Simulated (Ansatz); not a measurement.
Is this TiW2N3 structure a true minimum?

It was reached by relaxing an invented guess, and it needn't be the stable form of this composition.

These are results of Ansatz, DFT PBE, scalar-relativistic, plane waves, PAW, not measurements. Cutoff 420 eV; k points 12×12×14 on the computed 6-atom cell (Γ-centred); Gaussian smearing, width 0.10 eV; no spin polarisation.

The cell below (6 atoms, space group P-62m (No. 189)) is relaxed within its symmetry.

```yaml
crystal:
  lattice:
    - [4.97442, 0.00000, 0.00000]
    - [-2.48721, 4.30797, 0.00000]
    - [0.00000, 0.00000, 2.81436]
  atoms:
    - { symbol: Ti, position: [0.00000, 0.00000, 0.50000] }
    - { symbol: W, position: [0.66667, 0.33333, 0.50000] }
    - { symbol: W, position: [0.33333, 0.66667, 0.50000] }
    - { symbol: N, position: [0.66758, 0.00000, 0.00000] }
    - { symbol: N, position: [0.33242, 0.33242, 0.00000] }
    - { symbol: N, position: [0.00000, 0.66758, 0.00000] }
```

For the test a repeat of it with 12 atoms (edges 2.81, 4.97, 8.62 Å) was strained at random (σ = 1.5 % a component), the atoms were moved at random (σ = 0.05 Å), and all was relaxed again on a coarse 8×4×4 mesh (in the run’s order of axes) with 0.20 eV smearing, with no symmetry imposed.

These runs have no spin–orbit coupling, which can matter for W.

Question: What happens?

Answer: It returns, within 1 meV/atom of the unmoved cell on that mesh and with the same symmetry when read at 0.1 Å (Amm2 at 0.01 Å, so small strains and shifts remain). So it is stable against the distortions that fit this cell and that this random move excites. Modes that don't fit the cell aren't tested.
